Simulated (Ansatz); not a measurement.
GeSe:
```
GeSe
1.0
    0.00000     2.77996     2.77996
    2.77996     0.00000     2.77996
    2.77996     2.77996     0.00000
Ge Se
1 1
Direct
  0.00000   0.00000   0.00000
  0.50000   0.50000   0.50000
```

Relaxed with PBEsol. Special points in fractions of this cell's reciprocal vectors: Γ (0.000, 0.000, 0.000); X (0.500, 0.000, 0.500); U (0.625, 0.250, 0.625); K (0.375, 0.375, 0.750); L (0.500, 0.500, 0.500); W (0.500, 0.250, 0.750).

### Question
List the band energies nearest the Fermi level at these points for DFT-PBEsol in the program Ansatz with PAW potentials.

### Answer
In eV from the Fermi level; about four levels below and three above (degenerate sets whole), none deeper than 8.9 eV; points with the same levels are listed once.

| k | below | above |
|---|---|---|
| Γ | -5.42 -2.46 -2.46 -2.46 | 4.10 4.10 4.10 |
| X | -7.42 -6.74 -4.41 -4.41 | 2.50 5.74 5.74 |
| U | -8.62 -6.25 -3.85 -3.22 | 3.53 3.60 5.11 |
| L | -2.22 -2.22 -0.11 | 0.19 0.51 0.51 |
| W | -8.53 -5.81 -5.81 -0.99 | 1.04 5.48 5.48 |

Space group Fm-3m (rock salt). The workflow started from a Materials Project entry (that database holds measured and hypothetical structures alike); the Crystallography Open Database copy checked does not list it. It is not the phase usual at ambient conditions (space group No. 62). The PBEsol relaxation kept the symmetry of its start. At this level the phase is dynamically unstable (imaginary phonons). The Fermi level of a semimetal is unsure by some 0.05 eV on such meshes. Scalar-relativistic: spin–orbit coupling is off unless named, which matters more the heavier the elements.

Potentials: the earlier of the program's two PAW sets.
